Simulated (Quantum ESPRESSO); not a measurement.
AlZn2S3Cl, finding a planted mistake in a log

A calculation, not a measurement. The program is pw.x of Quantum ESPRESSO 7.5 (plane-wave density functional theory). The cell is made up: 7 atoms on a zincblende/diamond lattice with one site empty, with randomly drawn elements, strain and displacements, not relaxed. PseudoDojo standard norm-conserving files (v0.5 for PBE, v0.4.1 for LDA and PBEsol) set the functional; there is no spin polarisation, spin-orbit coupling or dispersion term, and the masses in the input are unused placeholders.

Intended input:

```
&control calculation='scf', pseudo_dir='./dojo.nc.sr.pbe.v0_5.standard.upf', outdir='./o', disk_io='medium', tprnfor=.true., tstress=.true. /
&system ibrav=0, nat=7, ntyp=4, nbnd=40, ecutwfc=84.00895049, nosym=.true., tot_charge=0,
 occupations='smearing', smearing='fd', degauss=0.0018374661
/
&electrons conv_thr=7.350e-09, electron_maxstep=60, /
ATOMIC_SPECIES
Al 1.0 Al.upf
Cl 1.0 Cl.upf
S 1.0 S.upf
Zn 1.0 Zn.upf
CELL_PARAMETERS angstrom
5.4619 0.0 0.0
0.0 5.4619 0.0
0.0 0.0 5.4619
ATOMIC_POSITIONS angstrom
Al 0.1334 0.0886 0.1331
Zn 0.0985 2.69 2.7494
Zn 2.7499 -0.0697 2.7675
S 1.2709 1.4439 1.4211
S 1.3873 4.0034 4.2005
S 4.0486 1.4597 4.0601
Cl 4.176 3.9751 1.4503
K_POINTS automatic
4 4 4 1 1 1
```

The log is shortened where brackets say so; the opening notice, blank lines, dates and the lines on written files are dropped, and the path of the files is cut. It prints rydbergs, bohrs and kilobars, and counts compression as positive stress. Where no state is partly filled, the Fermi energy that it prints is only some level between the filled and the empty states on the mesh, and need not lie in the true gap.

Log of the intended run:

```
     Program PWSCF v.7.5
     Parallel version (MPI & OpenMP), running on       1 processor cores
     Number of MPI processes:                 1
     Threads/MPI process:                     1
     [start-up lines left out]
     bravais-lattice index     =            0
     lattice parameter (alat)  =      10.3215  a.u.
     unit-cell volume          =    1099.5825 (a.u.)^3
     number of atoms/cell      =            7
     number of atomic types    =            4
     number of electrons       =        68.00
     number of Kohn-Sham states=           40
     kinetic-energy cutoff     =      84.0090  Ry
     charge density cutoff     =     336.0358  Ry
     scf convergence threshold =      7.3E-09
     mixing beta               =       0.7000
     number of iterations used =            8  plain     mixing
     Exchange-correlation= PBE
                           (   1   4   3   4   0   0   0)
     [axes and pseudopotential details left out]
   Cartesian axes
     site n.     atom                  positions (alat units)
         1        Al     tau(   1) = (   0.0244237   0.0162215   0.0243688  )
         2        Zn     tau(   2) = (   0.0180340   0.4925026   0.5033779  )
         3        Zn     tau(   3) = (   0.5034695  -0.0127611   0.5066918  )
         4        S      tau(   4) = (   0.2326846   0.2643586   0.2601842  )
         5        S      tau(   5) = (   0.2539959   0.7329684   0.7690547  )
         6        S      tau(   6) = (   0.7412439   0.2672513   0.7433494  )
         7        Cl     tau(   7) = (   0.7645691   0.7277870   0.2655303  )
     number of k points=    32  Fermi-Dirac smearing, width (Ry)=  0.0018
                       cart. coord. in units 2pi/alat
        k(    1) = (   0.1250000   0.1250000   0.1250000), wk =   0.0625000
        k(    2) = (   0.1250000   0.1250000   0.3750000), wk =   0.0625000
     [further k points left out]
     Dense  grid:   114425 G-vectors     FFT dimensions: (  64,  64,  64)
     Estimated max dynamical RAM per process >     153.43 MB
     Initial potential from superposition of free atoms
     starting charge      67.9972, renormalised to      68.0000
     Starting wfcs are   40 randomized atomic wfcs
     total cpu time spent up to now is       20.2 secs
     per-process dynamical memory:   111.8 Mb
     Self-consistent Calculation
     iteration #  1     ecut=    84.01 Ry     beta= 0.70
     Davidson diagonalization with overlap
     ethr =  1.00E-02,  avg # of iterations =  4.2
     Threshold (ethr) on eigenvalues was too large:
     Diagonalizing with lowered threshold
     Davidson diagonalization with overlap
     ethr =  7.10E-04,  avg # of iterations =  1.1
     total cpu time spent up to now is      124.5 secs
     total energy              =    -939.82384730 Ry
     estimated scf accuracy    <       0.46653297 Ry
     iteration #  2     ecut=    84.01 Ry     beta= 0.70
     Davidson diagonalization with overlap
     ethr =  6.86E-04,  avg # of iterations =  3.8
     total cpu time spent up to now is      180.9 secs
     total energy              =    -939.94365492 Ry
     estimated scf accuracy    <       0.31934807 Ry
     [iterations 3 to 8 left out]
     iteration #  9     ecut=    84.01 Ry     beta= 0.70
     Davidson diagonalization with overlap
     ethr =  1.84E-10,  avg # of iterations =  2.8
     total cpu time spent up to now is      511.4 secs
     total energy              =    -940.01322859 Ry
     estimated scf accuracy    <       0.00000002 Ry
     iteration # 10     ecut=    84.01 Ry     beta= 0.70
     Davidson diagonalization with overlap
     ethr =  3.31E-11,  avg # of iterations =  2.6
     total cpu time spent up to now is      557.8 secs
     End of self-consistent calculation
     [lines on levels left out]
     the Fermi energy is     5.7598 ev
!    total energy              =    -940.01322860 Ry
     estimated scf accuracy    <          2.1E-09 Ry
     smearing contrib. (-TS)   =       0.00000000 Ry
     internal energy E=F+TS    =    -940.01322860 Ry
     The total energy is F=E-TS. E is the sum of the following terms:
     one-electron contribution =    -883.68930506 Ry
     hartree contribution      =     454.00355884 Ry
     xc contribution           =    -119.73269221 Ry
     ewald contribution        =    -390.59479017 Ry
     convergence has been achieved in  10 iterations
     Forces acting on atoms (cartesian axes, Ry/au):
     atom    1 type  1   force =    -0.02523629   -0.00625673   -0.08085522
     atom    2 type  4   force =    -0.01122720   -0.00293343    0.06853632
     atom    3 type  4   force =    -0.02135499    0.02847235    0.03615942
     atom    4 type  3   force =     0.05629750   -0.04748872   -0.03043576
     atom    5 type  3   force =    -0.00792338    0.03737914    0.01534924
     atom    6 type  3   force =     0.01767074   -0.04673065    0.03356710
     atom    7 type  2   force =    -0.00822638    0.03755803   -0.04232110
     Total force =     0.171925     Total SCF correction =     0.000187
     Computing stress (Cartesian axis) and pressure
          total   stress  (Ry/bohr**3)                   (kbar)     P=      -22.09
  -0.00008120  -0.00004281  -0.00006980          -11.95       -6.30      -10.27
  -0.00004281  -0.00019134   0.00006217           -6.30      -28.15        9.14
  -0.00006980   0.00006217  -0.00017804          -10.27        9.14      -26.19
     init_run     :     19.58s CPU     19.93s WALL (       1 calls)
     electrons    :    525.06s CPU    537.63s WALL (       1 calls)
     forces       :      6.48s CPU      6.57s WALL (       1 calls)
     stress       :     23.42s CPU     23.54s WALL (       1 calls)
     [timing details left out]
     PWSCF        :   9m34.95s CPU   9m48.45s WALL
     JOB DONE.
```

A second run was made from an input with one planted mistake. Its log:

```
     Program PWSCF v.7.5
     Parallel version (MPI & OpenMP), running on       1 processor cores
     Number of MPI processes:                 1
     Threads/MPI process:                     1
     [start-up lines left out]
     bravais-lattice index     =            0
     lattice parameter (alat)  =      10.2595  a.u.
     unit-cell volume          =    1079.8915 (a.u.)^3
     number of atoms/cell      =            7
     number of atomic types    =            4
     number of electrons       =        68.00
     number of Kohn-Sham states=           40
     kinetic-energy cutoff     =      84.0090  Ry
     charge density cutoff     =     336.0358  Ry
     scf convergence threshold =      7.3E-09
     mixing beta               =       0.7000
     number of iterations used =            8  plain     mixing
     Exchange-correlation= PBE
                           (   1   4   3   4   0   0   0)
     [axes and pseudopotential details left out]
   Cartesian axes
     site n.     atom                  positions (alat units)
         1        Al     tau(   1) = (   0.0244239   0.0162274   0.0243687  )
         2        Zn     tau(   2) = (   0.0180325   0.4925126   0.5033799  )
         3        Zn     tau(   3) = (   0.5034720  -0.0127645   0.5066954  )
         4        S      tau(   4) = (   0.2326905   0.2643532   0.2601905  )
         5        S      tau(   5) = (   0.2540016   0.7329760   0.7690593  )
         6        S      tau(   6) = (   0.7412462   0.2672450   0.7433460  )
         7        Cl     tau(   7) = (   0.7645650   0.7277818   0.2655320  )
     number of k points=    32  Fermi-Dirac smearing, width (Ry)=  0.0018
                       cart. coord. in units 2pi/alat
        k(    1) = (   0.1250000   0.1250000   0.1250000), wk =   0.0625000
        k(    2) = (   0.1250000   0.1250000   0.3750000), wk =   0.0625000
     [further k points left out]
     Dense  grid:   112211 G-vectors     FFT dimensions: (  60,  60,  60)
     Estimated max dynamical RAM per process >     147.87 MB
     Initial potential from superposition of free atoms
     starting charge      67.9972, renormalised to      68.0000
     Starting wfcs are   40 randomized atomic wfcs
     total cpu time spent up to now is       14.1 secs
     per-process dynamical memory:    88.4 Mb
     Self-consistent Calculation
     iteration #  1     ecut=    84.01 Ry     beta= 0.70
     Davidson diagonalization with overlap
     ethr =  1.00E-02,  avg # of iterations =  4.1
     Threshold (ethr) on eigenvalues was too large:
     Diagonalizing with lowered threshold
     Davidson diagonalization with overlap
     ethr =  7.04E-04,  avg # of iterations =  1.2
     total cpu time spent up to now is       72.9 secs
     total energy              =    -939.82849447 Ry
     estimated scf accuracy    <       0.46318963 Ry
     iteration #  2     ecut=    84.01 Ry     beta= 0.70
     Davidson diagonalization with overlap
     ethr =  6.81E-04,  avg # of iterations =  3.9
     total cpu time spent up to now is      113.2 secs
     total energy              =    -939.94837558 Ry
     estimated scf accuracy    <       0.30731803 Ry
     [iterations 3 to 8 left out]
     iteration #  9     ecut=    84.01 Ry     beta= 0.70
     Davidson diagonalization with overlap
     ethr =  1.72E-10,  avg # of iterations =  2.7
     total cpu time spent up to now is      396.7 secs
     total energy              =    -940.01558208 Ry
     estimated scf accuracy    <       0.00000002 Ry
     iteration # 10     ecut=    84.01 Ry     beta= 0.70
     Davidson diagonalization with overlap
     ethr =  2.74E-11,  avg # of iterations =  2.8
     total cpu time spent up to now is      435.9 secs
     End of self-consistent calculation
     [lines on levels left out]
     the Fermi energy is     5.9828 ev
!    total energy              =    -940.01558208 Ry
     estimated scf accuracy    <          2.1E-09 Ry
     smearing contrib. (-TS)   =       0.00000000 Ry
     internal energy E=F+TS    =    -940.01558208 Ry
     The total energy is F=E-TS. E is the sum of the following terms:
     one-electron contribution =    -879.74073587 Ry
     hartree contribution      =     452.46074254 Ry
     xc contribution           =    -119.78147477 Ry
     ewald contribution        =    -392.95411398 Ry
     convergence has been achieved in  10 iterations
     Forces acting on atoms (cartesian axes, Ry/au):
     atom    1 type  1   force =    -0.02813591   -0.00833497   -0.08364126
     atom    2 type  4   force =    -0.01190263   -0.00155361    0.07095232
     atom    3 type  4   force =    -0.02194607    0.02868730    0.03552826
     atom    4 type  3   force =     0.06235930   -0.04661401   -0.03173946
     atom    5 type  3   force =    -0.00619051    0.03658767    0.01759055
     atom    6 type  3   force =     0.01622823   -0.04637297    0.03668996
     atom    7 type  2   force =    -0.01041241    0.03760058   -0.04538036
     Total force =     0.178042     Total SCF correction =     0.000164
     Computing stress (Cartesian axis) and pressure
          total   stress  (Ry/bohr**3)                   (kbar)     P=      -12.82
  -0.00001944  -0.00004030  -0.00007053           -2.86       -5.93      -10.38
  -0.00004030  -0.00012661   0.00007735           -5.93      -18.63       11.38
  -0.00007053   0.00007735  -0.00011549          -10.38       11.38      -16.99
     init_run     :     13.19s CPU     13.92s WALL (       1 calls)
     electrons    :    406.82s CPU    421.74s WALL (       1 calls)
     forces       :      5.52s CPU      5.58s WALL (       1 calls)
     stress       :     21.35s CPU     21.50s WALL (       1 calls)
     [timing details left out]
     PWSCF        :   7m27.24s CPU   7m43.44s WALL
     JOB DONE.
```

Question: what was wrong in the second input?

Answer: the cell and the positions are scaled by a wrong factor. The input lines that differ, file-writing options aside:

```
- 5.4619 0.0 0.0
+ 5.4291 0.0 0.0
- 0.0 5.4619 0.0
+ 0.0 5.4291 0.0
- 0.0 0.0 5.4619
+ 0.0 0.0 5.4291
- Al 0.1334 0.0886 0.1331
+ Al 0.1326 0.0881 0.1323
- Zn 0.0985 2.69 2.7494
+ Zn 0.0979 2.6739 2.7329
- Zn 2.7499 -0.0697 2.7675
+ Zn 2.7334 -0.0693 2.7509
- S 1.2709 1.4439 1.4211
+ S 1.2633 1.4352 1.4126
- S 1.3873 4.0034 4.2005
+ S 1.379 3.9794 4.1753
- S 4.0486 1.4597 4.0601
+ S 4.0243 1.4509 4.0357
- Cl 4.176 3.9751 1.4503
+ Cl 4.1509 3.9512 1.4416
```

```
                                            intended run  run with the mistake
                          free energy (eV)    -12789.532            -12789.564
                    smearing term -TS (eV)        0.0000                0.0000
                            pressure (GPa)         -2.21                 -1.28
            largest force component (eV/Å)         2.079                 2.151
largest change of a force component (eV/Å)                               0.156
                                iterations            10                    10
```

For scale, a rerun of the intended cell at 1437 eV and a 6 x 6 x 6 mesh moved values by no more than 0.002 eV in energy, 0.02 GPa in stress and 0.002 eV/Å in force.